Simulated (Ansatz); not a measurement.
Formation energies in the Al–Y system, lowest calculated structure of each composition. Level of theory: PBEsol (plane waves to 420 eV, PAW, scalar-relativistic; Ansatz, a quantum-chemistry and plane-wave program). Element references, the lowest calculated here: Al (Fm-3m), Y (R-3m, not the ambient form).

| phase | x(Y) | space group | E_f (eV/atom) |
|---|---|---|---|
| Al | 0.000 | Fm-3m | 0.00 |
| YAl7 | 0.125 | Pmm2 | -0.11 |
| YAl3 | 0.250 | P6₃/mmc | -0.45 |
| YAl | 0.500 | Pm-3m | -0.43 |
| Y5Al3 | 0.625 | P1 | -0.27 |
| Y | 1.000 | R-3m | 0.00 |

Task: Construct the convex hull: which compounds lie on it, and how far above it are the others?

Result: For Y5Al3, YAl7 a lower structure may exist, so the energies are upper bounds and are not judged. On the hull: YAl3, YAl. Y5Al3 0.05; YAl7 0.12 eV/atom above.

This is the hull of the energies calculated here, no anion corrections; phases that were not calculated are missing from it. Values are rounded to 0.01 eV/atom. Not shown to be the ambient phase of their composition (a lower form may be missing, and a cell relaxed within its start's symmetry can be a saddle point): Y5Al3 (P1), YAl7 (Pmm2), YAl (Pm-3m). The compounds carry no spin polarisation.
